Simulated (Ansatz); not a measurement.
A geometry of V away from equilibrium: step 2 of the relaxation of a relaxed V cell, doubled along one cell vector, shaken by Gaussian noise of σ = 0.08 Å a coordinate. Method: r2SCAN (plane waves to 500 eV, PAW, scalar-relativistic; Ansatz, a program for electronic structure). Γ-centred k-mesh 14×14×2 on the run's cell (coarser than for final values), Fermi–Dirac smearing 0.05 eV.

```yaml
crystal:
  lattice:
    - [2.63843, -0.01458, 0.01052]
    - [-1.33184, 2.28164, -0.00133]
    - [0.07323, 0.03161, 18.01519]
  atoms:
    - { symbol: V, position: [0.01547, 0.02563, 0.00129] }
    - { symbol: V, position: [0.94074, 0.91405, 0.49757] }
    - { symbol: V, position: [0.93691, 0.04193, 0.25460] }
    - { symbol: V, position: [0.98939, 0.94246, 0.75009] }
    - { symbol: V, position: [0.30985, 0.68741, 0.12847] }
    - { symbol: V, position: [0.28412, 0.64602, 0.62473] }
    - { symbol: V, position: [0.69504, 0.29604, 0.37824] }
    - { symbol: V, position: [0.68616, 0.28127, 0.87639] }
```

**Question.** Predict the force on each atom, in eV/Å.

**Answer.** 
```csv
atom,Fx,Fy,Fz
V1,0.03,0.17,0.14
V2,-0.22,-0.30,0.83
V3,-0.18,0.03,0.00
V4,0.02,-0.07,0.05
V5,-0.02,-0.02,-0.10
V6,-0.17,0.18,-0.18
V7,0.35,0.18,-0.67
V8,0.18,-0.18,-0.07
```

**Question.** What is the pressure?

**Answer.** +2.5 GPa, compression positive.

**Question.** How far above the relaxed end point is this geometry?

**Answer.** 0.23 eV/atom; the path ends in R-3m (No. 166).

No spin polarisation in the result.

The end of the path is a generated cell of V: the first start was made by placing the elements on the sites of a structure type, and the end was not matched to a known phase here, so it may be hypothetical. Known forms of V include space group No. 229.
